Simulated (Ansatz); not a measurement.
Mg2Pt:
```
Mg2Pt
1.0
   -3.12379     3.12379     2.78193
    3.12379    -3.12379     2.78193
    3.12379     3.12379    -2.78193
Mg Pt
4 2
Cartesian
  1.97787   1.14592   2.78193
  1.14592   1.97787   0.00000
 -1.14592   1.97787   2.78193
  4.26971   1.14592   0.00000
  0.00000   0.00000   1.39096
  0.00000   0.00000   4.17289
```

Relaxed with LDA. Special points in fractions of this cell's reciprocal vectors: Γ (0.000, 0.000, 0.000); X (0.000, 0.000, 0.500); M (-0.500, 0.500, 0.500); Z (0.448, 0.448, -0.448); Z0 (-0.448, 0.552, 0.448); P (0.250, 0.250, 0.250); N (0.000, 0.500, 0.000).

### Question
List the band energies nearest the Fermi level at these points for the program Ansatz at the LDA level (PAW).

### Answer
In eV from the Fermi level; about four levels below and three above (degenerate sets whole), none deeper than 8.9 eV; points with the same levels are listed once.

```json
[
 {"k": "Γ", "below": "-1.86 -1.86 -0.14 -0.14", "above": "0.18 0.60 0.60"},
 {"k": "X", "below": "-1.89 -1.86 -1.03 -0.68", "above": "1.19 1.61 1.97"},
 {"k": "M", "below": "-2.52 -1.89 -1.89 -0.39", "above": "1.24 4.40 4.40"},
 {"k": "Z", "below": "-2.49 -1.86 -1.86 -0.37", "above": "1.34 4.10 4.19 4.19"},
 {"k": "P", "below": "-3.13 -3.13 -2.23 -2.23", "above": "3.34 3.34 3.51 3.51"},
 {"k": "N", "below": "-3.47 -3.47 -0.62 -0.62", "above": "0.20 0.20 3.24 3.24"}
]
```

Space group I4/mcm. The workflow started from a Materials Project entry (that database holds measured and hypothetical structures alike); the Crystallography Open Database copy checked does not list it. Its standing as an ambient phase is unchecked. The LDA relaxation kept the symmetry of its start; its stability against distortions is not shown here. The run is not spin-polarised. Scalar-relativistic: spin–orbit coupling is off unless named, which matters more the heavier the elements.

Potentials: the later of the program's two PAW sets.
